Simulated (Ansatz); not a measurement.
**Moving the functional in Zr3S2**

```cif
data_structure
_symmetry_space_group_name_H-M 'R32:H'
_symmetry_Int_Tables_number 155
_cell_length_a 5.8051
_cell_length_b 5.8051
_cell_length_c 10.4633
_cell_angle_alpha 90.000
_cell_angle_beta 90.000
_cell_angle_gamma 120.000
_cell_volume 305.36
loop_
_atom_site_label
_atom_site_type_symbol
_atom_site_symmetry_multiplicity
_atom_site_Wyckoff_symbol
_atom_site_fract_x
_atom_site_fract_y
_atom_site_fract_z
_atom_site_occupancy
Zr1 Zr 9 e 0.67206 0.00539 0.16667 1
S1 S 6 c 0.33333 0.66667 0.33169 1
```

The cell comes from a database or a generator and needn't be the stable form of this composition.

Kept alike: task band structure; k mesh 6 × 6 × 6; occupations fermi-dirac, width 0.05 eV; no spin polarisation. Program: Ansatz, Ansatz PAW. Cutoffs run from 420 to 500 eV. The mesh is that of the run's cell of 5 atoms. No spin-orbit coupling.

```csv
functional,pressure (GPa)
LDA,-7.57
PBE,-0.92
PBEsol,-5.11
r2SCAN,-0.79
```

Pressure is positive in compression, with a Pulay correction for the finite cutoff. For a metal such a mesh leaves the last digits unconverged. All rows use potentials made for PBE.

Task: What does the functional change here?

Result: The pressure runs from -7.57 (LDA) to -0.79 GPa (r2SCAN). From PBE: LDA -6.65; PBEsol -4.19; r2SCAN +0.13. A positive pressure means that the functional's own cell is larger than the one given, a negative one that it is smaller.
